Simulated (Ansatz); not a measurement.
**Ir2Ru3: rattling a relaxed structure**

The cell was found from a structure generator's guess, not taken from experiment.

Computed with DFT PBE, scalar-relativistic, plane waves, PAW (Ansatz). Cutoff 420 eV; k points 18×18×2 on the computed 10-atom cell (Γ-centred); Gaussian smearing, width 0.10 eV; no spin polarisation.

The cell below (10 atoms, space group P6_3/mmc (No. 194)) is relaxed within its symmetry.

```
Ru Ir
1.0
     2.73558    0.00000    0.00000
    -1.36779    2.36908    0.00000
     0.00000    0.00000   21.69182
Ru Ir
6 4
Direct
  0.33333 0.66667 0.04829
  0.33333 0.66667 0.25000
  0.33333 0.66667 0.45171
  0.66667 0.33333 0.54829
  0.66667 0.33333 0.75000
  0.66667 0.33333 0.95171
  0.33333 0.66667 0.64957
  0.33333 0.66667 0.85043
  0.66667 0.33333 0.14957
  0.66667 0.33333 0.35043
```

For the test it was strained at random (σ = 1.5 % a component), the atoms were moved at random (σ = 0.15 Å), and all was relaxed again on a coarse 12×12×1 mesh (in the run’s order of axes) with 0.20 eV smearing, with no symmetry imposed.

These runs have no spin–orbit coupling, which can matter for Ir.

Question: Does it come back?

Answer: It returns, within 1 meV/atom of the unmoved cell on that mesh and with the same symmetry when read at 0.1 Å. No instability shows in this cell; modes of other wave vectors, which need another repeat, aren't tested.
